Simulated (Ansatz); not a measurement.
Here is the system:

LaAlSi:
Space group I4₁md (No. 109); a = 4.3384 Å, b = 4.3384 Å, c = 14.6569 Å, α = 90.00°, β = 90.00°, γ = 90.00°

| atom | site | symmetry | x | y | z |
|---|---|---|---|---|---|
| La | 4a | 2mm. | 0.0000 | 0.0000 | 0.6252 |
| Al | 4a | 2mm. | 0.0000 | 0.0000 | 0.2083 |
| Si | 4a | 2mm. | 0.0000 | 0.0000 | 0.0416 |
(The calculation used a cell of 6 atoms; values per cell refer to that cell.)

This is the r²SCAN-relaxed structure.

**Question.** All from the program Ansatz at the r²SCAN level (PAW), unless another level is named. Estimate the electronic character.

**Answer.** metallic (no gap).

**Question.** Next, the density of states at the Fermi level?

**Answer.** 0.07 states/eV per atom (mean over ±0.08 eV).

**Question.** Next, the formation energy from the elements (no fitted shifts)?

**Answer.** -0.75 eV/atom.

Space group I4_1md. The workflow started from a Materials Project entry (that database holds measured and hypothetical structures alike); the Crystallography Open Database copy checked does not list it. With Al and Si taken as one species the cell has the higher symmetry I4_1/amd, so it may be an ordered model of a mixed-site phase. Whether it is the stable phase at ambient conditions was not checked. The cell was relaxed with r²SCAN under the symmetry of its start; whether a distortion lowers the energy is not shown. The references are the lowest solids computed at this level, not always the standard phases. Spin–orbit coupling is left out wherever it is not named.

Potentials: the later of the program's two PAW sets.
